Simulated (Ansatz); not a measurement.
## PbO2: O-17 nuclear quadrupole resonance

Cell: a COD entry, ions relaxed with PBE at fixed cell.

Space group P4_2/mnm (No. 136); a = 4.9578, c = 3.3878 Å.

```
site  Wyckoff  site symmetry       x       y       z
  Pb       2a           m.mm  0.0000  0.0000  0.0000
   O       4f           m.2m  0.3067  0.3067  0.0000
```

One atom of each set is listed.

Level of theory: DFT, PBEsol, plane waves and PAW, scalar-relativistic, 420 eV cutoff, Γ-centred 5×5×7 k-points, Fermi–Dirac smearing 0.02 eV (Ansatz 0.2.0).

O-17: I = 5/2, Q = -25.58 mb (year-2017 value). Static lattice, zero field.

**Question.** Predict the zero-field O-17 lines of each site.

**Answer.** For I = 5/2 and η = 0 the lines are 3|C_Q|/20 and twice that; η pulls their ratio below 2.

```csv
site,atoms,V_zz (10²¹ V/m²),C_Q (MHz),η,line frequencies (MHz)
O,4,-12.56,7.77,0.20,"1.21, 2.31"
```

At O V_zz stands upright on the plane through its three neighbours (within 1°).

Without spin–orbit coupling the gradients at and beside Pb can be off by some per cent, at some sites by more. With a gap of 0.14 eV under a smearing of 0.02 eV the band edges are partly filled, so small gradients can hang on the smearing and the k-mesh.

Hardware: 1 thread of Arm Neoverse V2 (aarch64; 28 cores open to the job, memory cap 3.0 GiB, no GPU), a shared host with a load of 1.0 a core. Wall time 7.3 s, CPU time 7.2 s, peak memory 0.43 GiB.
